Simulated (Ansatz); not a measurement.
InAg$_{2}$ (cubic Laves (MgCu2 type), space group No. 227) under volume change, PBEsol (plane waves, PAW; program Ansatz), scaled uniformly.

| V (Å³/atom) | E − E(relaxed) (meV/atom) | P (GPa) |
|---|---|---|
| 17.663 | 50.1 | 10.17 |
| 18.245 | 20.8 | 6.10 |
| 18.827 | 4.9 | 2.76 |
| 19.410 | 0.0 | 0.00 |
| 19.992 | … | … |
| 20.574 | … | … |
| 21.157 | 34.0 | -5.66 |

Problem. Fill in the missing entries.

Solution. 
- 20.574, E − E(relaxed) (meV/atom): 16.1
- 20.574, P (GPa): -4.14
- 19.992, E − E(relaxed) (meV/atom): 4.3
- 19.992, P (GPa): -2.28

Problem. What does a third-order Birch–Murnaghan fit give for V₀, B₀ and B′?

Solution. V₀ = 19.41 Å³/atom, B₀ = 83.3 GPa, B′ = 5.5.

Space group Fd-3m (cubic Laves (MgCu2 type)). A made-up cell: these elements were put on the sites of a structure type; neither database checked (COD, Materials Project) lists it. Its standing as an ambient phase is unchecked. The cell was relaxed with PBEsol under the symmetry of its start. At this level the phase is dynamically unstable (imaginary phonons). No spin polarisation was allowed.

Potentials: the earlier of the program's two PAW sets. The files were generated under PBE; for other functionals the program regenerates the frozen cores, and for LDA and PBEsol the local potential too.
